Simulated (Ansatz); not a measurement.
BaTiO₃ (cubic perovskite)

```
BaTiO3
1.0
    3.99442     0.00000     0.00000
    0.00000     3.99442     0.00000
    0.00000     0.00000     3.99442
Ba Ti O
1 1 3
Direct
  0.00000   0.00000   0.00000
  0.50000   0.50000   0.50000
  0.00000   0.50000   0.50000
  0.50000   0.50000   0.00000
  0.50000   0.00000   0.50000
```

In each cell atom 4 (O, nearest neighbour Ti at 1.997 Å; its periodic images, 4.0 Å or more away, move with it) moves by s·(0.000, 0.000, 1.000) (along Cartesian z), the rest being held.

Method: r2SCAN (plane waves to 500 eV, PAW, scalar-relativistic; Ansatz, a first-principles code). k mesh 7×7×7 (Γ-centred), Fermi-Dirac smearing 0.05 eV. The energy includes the smearing's −TS. BaTiO3 is run without spin polarisation. BaTiO3 was relaxed with its symmetry unable to fall. The PAW data are Ansatz's earlier set. This is a high-temperature form of BaTiO3. ΔE is measured from the undisplaced structure.

```
s (Å)   ΔE (meV/cell)
------  -------------
-0.200       withheld
-0.160           78.3
-0.120           40.5
-0.080           16.9
-0.040            4.0
0.000             0.0
0.040             4.0
0.080            16.9
0.120            40.5
0.160            78.3
0.200        withheld
```

Task: Fit an even polynomial form (powers 2, 4) to the given rows and predict ΔE at s = 0.200.

Result: Least squares on the 9 given rows: ΔE = (2497)·s² + (21940)·s⁴, in meV/cell with s in Å; root-mean-square residual 0.03 meV/cell. At 0.200 the fit gives 135.0 meV/cell; the calculation gives 134.8 meV/cell, so the extrapolation is off by 0.2 (+0.1 %). The quadratic term alone would give 99.9 meV/cell.

(A displaced cell: forces are minus the slopes of the energy, force constants its curvatures, and phonons follow from these.)
